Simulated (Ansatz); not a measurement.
A relaxed cell of In3Sb2As is given with its symmetry left out. The cell was found from a structure generator's guess, not taken from experiment.

Method: DFT PBE, scalar-relativistic, plane waves, PAW in Ansatz 0.2.0. Cutoff 420 eV, Γ-centred mesh, Gaussian smearing, no spin polarisation.

```xyz
12
Lattice="4.5783 0.0000 0.0000 -2.2891 3.9649 0.0000 0.0000 0.0000 22.5899" Properties=species:S:1:pos:R:3 pbc="T T T"
In    2.2891    1.3216    3.9068
In    2.2891    1.3216   11.3047
In    2.2891    1.3216   18.6913
In    0.0000    2.6433    0.0097
In    0.0000    2.6433    7.3963
In    0.0000    2.6433   15.2017
Sb    2.2891    1.3216   14.1734
Sb    2.2891    1.3216   21.5770
Sb    0.0000    2.6433    2.8784
Sb    0.0000    2.6433   10.2820
As    2.2891    1.3216    6.5991
As    0.0000    2.6433   17.8941
```

Formation energies are uncorrected and refer to the elements' standard structures at the same level.

Task: What space group does it have?

Result: P6_3mc (No. 186), with Sb and As ordered on wurtzite sites. Conventional cell: a = 4.578 Å, c = 22.590 Å. Around In on its first site lie 1 As at 2.69 Å and 3 Sb at 2.84 Å; In on its second site has 4 Sb at 2.83–2.87 Å; Sb on its first site has 4 In at 2.84–2.87 Å; As has 4 In at 2.69–2.76 Å; 2 more sites not described.

Task: What is its formation energy per atom?

Result: −0.14 eV/atom. A negative formation energy is needed for stability but isn't enough: competing phases decide.

Task: Is it a metal?

Result: There is no gap on the 12×12×2 mesh, but valence and conduction bands meet within 0.015 eV, so at this level it has a zero gap rather than a metal's Fermi surface.

The last run used a 12×12×2 mesh (in the run's order of axes) for its 12-atom cell and Gaussian smearing of 0.10 eV. These runs have no spin–orbit coupling, which can matter for Sb. The zero gap may come from the functional, which often closes small gaps. The reference form of As is held partly by dispersion forces, which this level lacks. Symmetry constrained the relaxation, so the result can be a saddle point.
